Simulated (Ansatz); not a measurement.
A geometry of C away from equilibrium: the start of the relaxation of a relaxed C cell, doubled along one cell vector, shaken by Gaussian noise of σ = 0.08 Å a coordinate. All values below come from r2SCAN (plane waves to 500 eV, PAW, scalar-relativistic; Ansatz, a quantum-chemistry and plane-wave program). Γ-centred k-mesh 6×11×11 on the run's cell (coarser than for final values), Fermi–Dirac smearing 0.05 eV.

```xyz
4
Lattice="0.0000 4.2524 7.1425 1.2281 0.0000 3.5712 1.2281 2.1262 0.0000" Properties=species:S:1:pos:R:3:forces:R:3 pbc="T T T" free_energy=-1006.182 pressure_GPa=2.8
C      1.2033     3.5049     3.4977   -0.0867    3.5169   -0.2058
C      1.2101     5.7528     7.1603    0.2814   -5.2545   -1.0949
C      1.2241     0.6967     3.5475   -0.8813    4.9110    0.1529
C      1.1884     2.8918     7.0317    0.6866   -3.1735    1.1478
```

Positions in Å, forces in eV/Å, free energy of the cell in eV (comparable only within this code, potentials and settings). Largest force: 5.37 eV/Å, on C2 (atoms numbered as listed); the geometry lies 0.12 eV/atom above the end of its relaxation.

No spin polarisation in the result. Without a van der Waals term the distances between weakly bound units are poorly fixed.

Of the parent cell (Fmmm (No. 69)): it is a generated cell of C: the first start was made by placing the elements on the sites of a structure type, and the end was not matched to a known phase here, so it may be hypothetical. Known forms of C include space group No. 194, 227.
